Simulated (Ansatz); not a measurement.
# Electric field gradients in Mo$_{2}$N

These are results of DFT LDA, scalar-relativistic, plane waves, PAW in Ansatz 0.2.0, not measurements. Settings: 420 eV plane-wave cutoff, Γ-centred 18×18×18 mesh, Fermi-Dirac smearing of 0.15 eV. No spin polarisation.

The cell, relaxed at this level:
```
CELL_PARAMETERS angstrom
1.43042 0.82585 4.89425
-1.43042 0.82585 4.89425
0.00000 -1.65171 4.89425
ATOMIC_POSITIONS crystal
Mo 0.24322 0.24322 0.24322
Mo 0.75678 0.75678 0.75678
N 0.00000 0.00000 0.00000
```

In a metal these results depend on the k mesh and the smearing. Spin polarisation was left out, and a magnetic state may lie lower. Spin–orbit coupling is left out, which matters for gradients at heavy nuclei.

Question: Give V_zz (10²¹ V/m²) and the asymmetry η at each distinct site.

Answer:
```csv
atom,V_zz,η
Mo (atom 1),-2.45,0.00
N (atom 3),-0.430,0.00
```

Whether Mo2N exists in this form wasn't checked.

Cost: 1 run of about 0.34 core-minutes, on Arm Neoverse V2 (shared hosts).